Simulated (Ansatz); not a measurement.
TiTeSe:
```yaml
crystal:
  lattice:
    - [3.66279, 0.00000, 0.00000]
    - [-1.83140, 3.17207, 0.00000]
    - [0.00000, 0.00000, 6.48935]
  atoms:
    - { symbol: Ti, position: [0.00000, 0.00000, 0.97845] }
    - { symbol: Te, position: [0.66667, 0.33333, 0.25805] }
    - { symbol: Se, position: [0.33333, 0.66667, 0.76351] }
```

Relaxed with r²SCAN+D4. Special points in fractions of this cell's reciprocal vectors: Γ (0.000, 0.000, 0.000); M (0.500, 0.000, 0.000); K (0.333, 0.333, 0.000); A (0.000, 0.000, 0.500); L (0.500, 0.000, 0.500); H (0.333, 0.333, 0.500).

Question: List the band energies nearest the Fermi level at these points for r²SCAN+D4 with spin–orbit coupling (plane waves, PAW; program Ansatz).

Answer: In eV from the Fermi level; about four levels below and three above (degenerate sets whole), none deeper than 8.9 eV; points with the same levels are listed once.

```
k                    below                above
-  -----------------------  -------------------
Γ  -2.60 -2.60 -0.68 -0.68  0.33 0.33 0.33 0.33
M  -2.58 -2.58 -1.18 -1.18  0.10 0.10 1.19 1.19
K  -2.96 -2.78 -2.43 -2.39       1.03 1.05 1.23
A  -2.74 -2.74 -2.58 -2.58  0.29 0.29 0.32 0.32
L  -0.93 -0.93 -0.08 -0.08  1.19 1.19 1.53 1.53
H  -2.42 -2.27 -2.19 -2.19       1.01 1.02 1.04
```

Space group P3m1. The first step of the workflow began from a Materials Project structure, measured or hypothetical; the Crystallography Open Database copy checked does not list it. Whether it is the stable phase at ambient conditions was not checked. Symmetry was held in the r²SCAN+D4 relaxation; whether a distortion lowers the energy is not shown. No spin polarisation was allowed.

Potentials: the later of the program's two PAW sets.
